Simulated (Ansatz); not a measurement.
**CuI3 (ReO3-type structure)**

The computed numbers are results of PBE+U (U_eff = 4 eV on Cu 3d), scalar-relativistic (collinear spin) in the plane-wave PAW code Ansatz at 420 eV, 6×6×6 k-mesh, Gaussian smearing of 0.05 eV. The datasets are Ansatz's generated set soft_2.

```
Cu I
1.0
     5.46504    0.00000    0.00000
     0.00000    5.46504    0.00000
     0.00000    0.00000    5.46504
Cu I
1 3
Direct
  0.00000 0.00000 0.00000
  0.50000 0.00000 0.00000
  0.00000 0.00000 0.50000
  0.00000 0.50000 0.00000
```

The structure was built from a prototype; whether the compound forms in it isn't claimed. The ideal cubic cell shuts out tilts of the octahedra, which such structures often take.

Starting moments: Cu 0.05 μB on each such atom, all parallel.

The open shells were started in several ways at this geometry:
- carried from the relaxation
- from atoms, symmetry kept, no search for lower states
- from atoms, default search
- from atoms, wider search

(1) Do they end in different states?

Answer:

(1) No. All 4 end within 0.5 meV/atom, with a gap of zero (metallic), spin moments none and occupations Cu1 up: 0.95 0.95 1.00 1.00 1.00; Cu1 down: 0.95 0.95 1.00 1.00 1.00.

Spin–orbit coupling, which matters for such heavy elements, is left out.
